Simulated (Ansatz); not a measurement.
# What DFT gives for Rb2HfS6

```yaml
crystal:
  lattice:
    - [3.50452, 6.07001, 0.00000]
    - [-3.50453, 6.07002, 0.00000]
    - [0.00000, 0.00000, 5.48439]
  atoms:
    - { symbol: Hf, position: [0.00000, 0.00000, 0.00000] }
    - { symbol: Rb, position: [0.33330, 0.33340, 0.69200] }
    - { symbol: Rb, position: [0.66670, 0.66660, 0.30800] }
    - { symbol: S, position: [0.16000, 0.68000, 0.19800] }
    - { symbol: S, position: [0.16000, 0.16000, 0.19800] }
    - { symbol: S, position: [0.68000, 0.16000, 0.19800] }
    - { symbol: S, position: [0.84000, 0.32000, 0.80200] }
    - { symbol: S, position: [0.32000, 0.84000, 0.80200] }
    - { symbol: S, position: [0.84000, 0.84000, 0.80200] }
```

Level: PBE, no spin polarisation; 420 eV; 4×4×5 Γ-centred mesh; cold occupations (width 0.1063 eV); Ansatz 0.2.0, fixed geometry.

Stress: The pressure is 13.9 GPa (compression positive), so with the atoms held at these fractions the cell would first expand; the forces are large, so a full relaxation may end otherwise. The principal stresses 10.5, 15.6, 15.6 GPa differ, so its shape would change too.
Charges: Bader charges in e: Rb +0.81, Hf +1.85, S -0.58. In the mean Hf gives up most and S takes most.
Electronic structure: It is a metal, with about 13 states/eV a cell as the mean within 0.25 eV of the Fermi level, mostly S p (97 %).
Forces: The largest is on S4 (and as large on other atoms): 4.61 eV/Å, components (3.33, -1.92, 2.54). It makes 176° with the line to a nearest neighbour, Hf1 at 2.23 Å, pointing away from it.

Origin: a known structure type with other elements, at an estimated volume, so it need not be a known compound. Caveats: many states at the Fermi level without spin polarisation, so a magnetic state may lie lower; atoms or cell far from equilibrium.
